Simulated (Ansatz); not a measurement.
InAgTe2 (chalcopyrite)

```
CELL_PARAMETERS angstrom
     -3.21554     3.21554     6.38368
      3.21554    -3.21554     6.38368
      3.21554     3.21554    -6.38368
ATOMIC_POSITIONS crystal
  Ag 0.75000 0.25000 0.50000
  Ag 0.00000 0.00000 0.00000
  In 0.25000 0.75000 0.50000
  In 0.50000 0.50000 0.00000
  Te 0.11626 0.12500 0.49126
  Te 0.63374 0.62500 0.50874
  Te 0.37500 0.88374 0.00874
  Te 0.87500 0.36626 0.99126
```

The slice is a (100) plane (indices of the conventional cell) through the point (0.750, 0.250, 0.500) (fractional), spanned by u = [101] and v = [110] in vectors of this cell: u (6.43 Å) and v (12.77 Å, at 90° to u). It covers one period; positions are fractions (u, v).

Method: PBEsol (plane waves to 420 eV, PAW, scalar-relativistic; Ansatz, a quantum-chemistry and plane-wave program). k mesh 7×7×7. Near the nuclei the fields are pseudised (PAW); where an atom keeps semicore shells as valence, they peak there. InAgTe2 was relaxed with its symmetry unable to fall. Spin-orbit coupling is left out, though Te is heavy.

**Question.** Sketch the valence electron density on this plane as a map.

**Answer.** 
```tsv
v \ u	0.00	0.14	0.29	0.43	0.57	0.71	0.86
0.93	0.0	-0.7	-1.1	-1.5	-1.5	-1.1	-0.7
0.86	-1.3	-1.1	-0.9	-0.9	-0.9	-0.9	-1.1
0.79	-1.9	-1.5	-0.9	0.7	0.7	-0.9	-1.5
0.71	-1.9	-1.5	-0.9	0.7	0.7	-0.9	-1.5
0.64	-1.3	-1.1	-0.9	-0.9	-0.9	-0.9	-1.1
0.57	-0.2	-0.7	-1.1	-1.5	-1.5	-1.1	-0.7
0.50	1.1	-0.2	-1.3	-1.9	-1.9	-1.3	-0.2
0.43	-0.2	-0.7	-1.1	-1.5	-1.5	-1.1	-0.7
0.36	-1.3	-1.1	-1.0	-0.9	-0.9	-1.0	-1.1
0.29	-1.9	-1.5	-0.9	0.4	0.4	-0.9	-1.5
0.21	-1.9	-1.5	-0.9	0.4	0.4	-0.9	-1.5
0.14	-1.3	-1.1	-0.9	-0.9	-0.9	-0.9	-1.1
0.07	0.0	-0.7	-1.1	-1.5	-1.5	-1.1	-0.7
0.00	1.3	0.0	-1.3	-1.9	-1.9	-1.3	0.0
```

Values: log₁₀ of the valence density in e/Å³. The scale is logarithmic, as a density can span decades between atoms and voids.
